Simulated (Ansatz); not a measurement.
A generator proposed this cell of Ge3Se5.

```cif
data_structure
_symmetry_space_group_name_H-M 'P 1'
_symmetry_Int_Tables_number 1
_cell_length_a 6.3000
_cell_length_b 6.3000
_cell_length_c 6.3000
_cell_angle_alpha 109.471
_cell_angle_beta 109.471
_cell_angle_gamma 109.471
_cell_volume 192.49
loop_
_atom_site_label
_atom_site_type_symbol
_atom_site_fract_x
_atom_site_fract_y
_atom_site_fract_z
_atom_site_occupancy
Ge1 Ge 0.00000 0.50000 0.50000 1
Ge2 Ge 0.50000 0.50000 0.00000 1
Ge3 Ge 0.50000 0.00000 0.50000 1
Se1 Se 0.00000 0.00000 0.00000 1
Se2 Se 0.00000 0.00000 0.50000 1
Se3 Se 0.00000 0.50000 0.00000 1
Se4 Se 0.50000 0.00000 0.00000 1
Se5 Se 0.50000 0.50000 0.50000 1
```

All numbers below come from DFT PBE, scalar-relativistic, plane waves, PAW in Ansatz. Cutoff 420 eV; k points 4×4×4 on the computed 8-atom cell (Γ-centred); Gaussian smearing, width 0.10 eV; no spin polarisation.

Formation energies are uncorrected and refer to the elements' standard structures at the same level.

Task: What does a single point on this coarse mesh give?

Result: The pressure is -5.9 GPa (it wants to contract), the largest force is 0.00 eV/Å (symmetry fixes the atoms), and the energy is +0.34 eV/atom against the elements. The shortest distance is 3.15 Å.

Task: Is it a good guess?

Result: A fair one: relaxing gains about 0.10 eV/atom (the start's value is from the coarse mesh, so the gain is rough) in 7 ionic steps and ends at +0.24 eV/atom on the finer mesh. The symmetry stays Im-3m (No. 229). The volume per atom shrinks by 13.2 %, from 24.1 to 20.9 Å³. The shortest distance goes from 3.15 Å (Ge–Se and Se–Se) to 3.00 Å (Ge–Se and Se–Se). Conventional cell: a = 6.938 Å. Ge is surrounded by 8 Se at 3.00 Å, 2 Se at 3.47 Å and 4 Ge at 3.47 Å; Se on a site of symmetry m-3m is surrounded by 8 Se at 3.00 Å and 6 Ge at 3.47 Å; Se on a site of symmetry -3m has 2 Se at 3.00 Å, 6 Ge at 3.00 Å and 6 Se at 3.47 Å.

The last run used an 8×8×8 mesh for its 8-atom cell and Gaussian smearing of 0.10 eV. The reference form of Se is held partly by dispersion forces, which this level lacks. The relaxation can't lower the symmetry of the start, and the grade says only how near the guess is to its own end. Symmetry constrained the relaxation, so the result can be a saddle point.
